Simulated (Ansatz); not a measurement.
AgW in space group Pmma (No. 51; W on 2e, Ag on 2f) at seven volumes, PBEsol in the plane-wave PAW code Ansatz, shape and atoms relaxed at each. One row is withheld.

```json
[
 {"V (Å³/atom)": "14.522", "P (GPa)": "24.91"},
 {"V (Å³/atom)": "15.001", "P (GPa)": "15.06"},
 {"V (Å³/atom)": "15.479", "P (GPa)": "?"},
 {"V (Å³/atom)": "15.958", "P (GPa)": "0.00"},
 {"V (Å³/atom)": "16.437", "P (GPa)": "-5.65"},
 {"V (Å³/atom)": "16.916", "P (GPa)": "-10.29"},
 {"V (Å³/atom)": "17.394", "P (GPa)": "-14.06"}
]
```

**Question.** Fit the shown pressures and predict the withheld one.

**Answer.** Third-order Birch–Murnaghan: P = (3/2)B₀(x^(7/2) − x^(5/2))[1 + (3/4)(B′ − 4)(x − 1)] with x = (V₀/V)^(2/3). Least squares on the six rows gives V₀ = 15.958 Å³/atom, B₀ = 205.7 GPa, B′ = 5.32. At V = 15.479, x = 1.0205 and P = 6.80 GPa. The run itself gave 6.84 GPa.

The start of the workflow was typed in or built on a structure type; neither database checked (COD, Materials Project) lists it. Whether it is the stable phase at ambient conditions was not checked. The cell was relaxed with PBEsol under the symmetry of its start. At this level the phase is dynamically unstable (imaginary phonons). The run is not spin-polarised. Its formation energy is positive at this level, so the cell may be metastable or incomplete. Scalar-relativistic: spin–orbit coupling is off unless named, which matters more the heavier the elements.

Potentials: the later of the program's two PAW sets.
